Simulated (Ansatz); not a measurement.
The cell below belongs to a search over invented structures; it isn't taken from experiment.

Input and command of a plane-wave DFT calculation in Ansatz:

```yaml
crystal:
  lattice:
    - [6.5408504114, 0.0, 0.0]
    - [0.0, 6.5561483674, 0.0]
    - [0.0, 0.0, 3.9080133638]
  atoms:
    - { symbol: Pr, position: [0.3325358826, 0.2544654327, 0.0] }
    - { symbol: Pr, position: [0.6674641174, 0.7455345673, 0.0] }
    - { symbol: Pr, position: [0.1674641174, 0.7544654327, 0.5] }
    - { symbol: Pr, position: [0.8325358826, 0.2455345673, 0.5] }
    - { symbol: B, position: [0.0, 0.0, 0.0] }
    - { symbol: B, position: [0.5, 0.5, 0.5] }
basis:
  ecutwfc: 660
kpoints:
  mp_grid: { grid: [6, 6, 8] }
hamiltonian:
  xc: pbe
  pseudopotentials:
    kind: paw
    azcp: { Pr: "pseudopotentials/pbe/nc/lanthanide_3plus/Pr.nc.azcp" }
scf:
  occupations: { method: gaussian, width: 0.1 }
output:
  forces: true
  stress: true
  eigenvalues: true
  write_density: true
  write_potential: true
  elf: true
  volumetric_format: npy
relax:
  adjacent_minimum: "off"
  f_tol: 0.01
  max_steps: 80
  cell: { stress_tol: 0.05 }
```

```bash
ansatz run input.yaml --threads 1 --pin off --max-ram 2816MiB --backend cpu --events-out ev --progress --plain --runs-dir out
```

Processor: Intel(R) Xeon(R) Platinum 8488C (Sapphire Rapids), 1 thread, on a host shared with other jobs.

Estimate time, memory and problem size.

About 5.8 min, peak memory 0.89 GiB. It solves 31 bands at 80 k points (after reduction by symmetry) with about 6361 plane waves (on the last cell), in 55 SCF iterations over 9 ionic steps.

With its 4f electrons in the core of a norm-conserving potential, the lanthanide is trivalent by construction, without f bands, f moments or other valences.
